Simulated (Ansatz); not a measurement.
## Data sheet: MoP (DFT)

MoP:
```yaml
crystal:
  lattice:
    - [2.97419, 0.00000, 0.00000]
    - [0.00000, 2.97419, 0.00000]
    - [0.00000, 0.00000, 2.97419]
  atoms:
    - { symbol: Mo, position: [0.00000, 0.00000, 0.00000] }
    - { symbol: P, position: [0.50000, 0.50000, 0.50000] }
```

Space group Pm-3m (No. 221), CsCl type; conventional cell a = 2.9742 Å, b = 2.9742 Å, c = 2.9742 Å, α = 90.00°, β = 90.00°, γ = 90.00°.

Method: PBEsol (plane waves, PAW; program Ansatz). The cell and atoms are relaxed at this level. Other levels are named where they apply.

Cell and energy:

Volume per atom: 13.15 Å³
Density: 8.01 g/cm³
Formation energy from the elements (no fitted shifts): -47 kJ/mol of atoms

Electronic structure:

- Electronic character: metallic (no gap)
- Density of states at the Fermi level: 0.59 states/eV per atom (mean over ±0.08 eV)
- Gap with spin–orbit coupling: none (metallic)

Mechanics:

Bulk modulus (Birch–Murnaghan fit): 255 GPa
Pressure derivative B′: 4.5
Elastic constants (relaxed ions, GPa): C11 = 484, C12 = 141, C44 = 128
Mechanical stability: stable (all eigenvalues of C positive)
Hill bulk and shear moduli: 255 and 144 GPa
Young's modulus: 364 GPa
Poisson's ratio: 0.26
Debye temperature from the elastic constants: 595 K

Phonons:

Highest zone-centre frequency: 214 cm⁻¹
Zone-centre stability: no imaginary mode at Γ

The cell is a constructed one: a structure type filled with these elements; neither database checked (COD, Materials Project) lists it. COD files the formula under space group No. 187, so this cell is another polymorph or a model. Its standing as an ambient phase is unchecked. The PBEsol relaxation kept the symmetry of its start. The run is not spin-polarised. As this level gives no gap, shear constants depend on the k-mesh and smearing (Fermi–Dirac, 0.1 eV here). As this level gives no gap, phonon frequencies hold no LO–TO term and depend on the k-mesh and smearing (Fermi–Dirac, 0.1 eV here). The references are the lowest solids computed at this level, not always the standard phases. Scalar-relativistic: spin–orbit coupling is off unless named, which matters more the heavier the elements.

Potentials: the later of the program's two PAW sets.
